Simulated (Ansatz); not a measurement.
Relaxed polymorphs of In2O3. Level of theory: PBEsol (plane waves to 420 eV, PAW, scalar-relativistic; Ansatz, an electronic-structure program). One row is withheld; estimate it from its structure type, its coordination and the trend of the others.

```tsv
structure	coordination	E − E(first row) (eV/atom)	V (Å³/atom)	gap (eV, no SOC)
Ia-3, cI80, bixbyite type	In 6 (octahedral) / 6, O 4	0.000	13.12	1.04
Pnma, oP20	–	0.161	11.94	0.45
R-3c, hR10, corundum type	In 6, O 4	(withheld)	(withheld)	(withheld)
P-3m1, hP5	–	0.157	12.34	0.70
```

Task: What belongs in the gaps?

Result: 
- R-3c, hR10, corundum type, E − E(first row) (eV/atom): 0.025
- R-3c, hR10, corundum type, V (Å³/atom): 12.75
- R-3c, hR10, corundum type, gap (eV, no SOC): 1.11

The withheld cell: R-3c, hexagonal axes (No. 167), hR10, corundum type; a = b = 5.512 Å, c = 14.536 Å, α = β = 90.00°, γ = 120.00°; In 12c (0.000, 0.000, 0.143); O 18e (0.296, 0.296, 0.250). Coordination numbers (neighbours up to the widest gap in distance over summed covalent radii, below 1.35; n+m marks a second, longer set; metal–metal contacts left out).

Each run could gain symmetry but not lose that of its start, so entries can be saddle points. From databases, or of a type measured for this composition: Ia-3, cI80, bixbyite type; R-3c, hR10, corundum type; the others are generated cells (placed on structure types, drawn at random, substituted or restacked) that were not matched to a known phase here. Static energies at zero pressure. The runs use different k-meshes, so differences are rounded accordingly. No spin polarisation in the result. Gaps of cells over 8 atoms come from the SCF mesh and high-symmetry points alone.
